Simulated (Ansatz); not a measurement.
This run works on a generated trial structure, not on a known crystal.

Input and command of a plane-wave DFT calculation in Ansatz:

```yaml
crystal:
  lattice:
    - [5.93285137, 0.0, 0.0]
    - [0.0, 5.93285137, 0.0]
    - [0.0, 0.0, 5.93285137]
  atoms:
    - { symbol: Mn, position: [0.0, 0.0, 0.0], spin: 4.0 }
    - { symbol: Fe, position: [0.5, 0.5, 0.5], spin: 4.0 }
    - { symbol: C, position: [0.18859478, 0.18859478, 0.18859478] }
    - { symbol: C, position: [0.18859478, 0.81140522, 0.81140522] }
    - { symbol: C, position: [0.81140522, 0.18859478, 0.81140522] }
    - { symbol: C, position: [0.81140522, 0.81140522, 0.18859478] }
    - { symbol: "N", position: [0.30245232, 0.30245232, 0.30245232] }
    - { symbol: "N", position: [0.30245232, 0.69754768, 0.69754768] }
    - { symbol: "N", position: [0.69754768, 0.30245232, 0.69754768] }
    - { symbol: "N", position: [0.69754768, 0.69754768, 0.30245232] }
basis:
  ecutwfc: 420
kpoints:
  mp_grid: { grid: [4, 4, 4] }
hamiltonian:
  xc: pbe
scf:
  occupations: { method: gaussian, width: 0.1 }
  lower_state_search: "off"
output:
  forces: true
  stress: true
  eigenvalues: true
  populations: true
magnetization:
  spin_polarized: true
relax:
  adjacent_minimum: "off"
  f_tol: 0.04
  max_steps: 70
  cell: { stress_tol: 0.4 }
```

```bash
ansatz run input.yaml --threads 1 --pin off --max-ram 2560MiB --backend cpu --events-out ev --progress --plain --runs-dir out
```

Processor: Arm Neoverse V1, 1 thread, on a host shared with other jobs.

Q: How long does it run, and how much memory does it take?

A: About 2.3 min, peak memory 0.54 GiB. It solves 48 bands at 10 k points (after reduction by symmetry) with about 4169 plane waves (on the last cell), in 55 SCF iterations over 5 ionic steps.
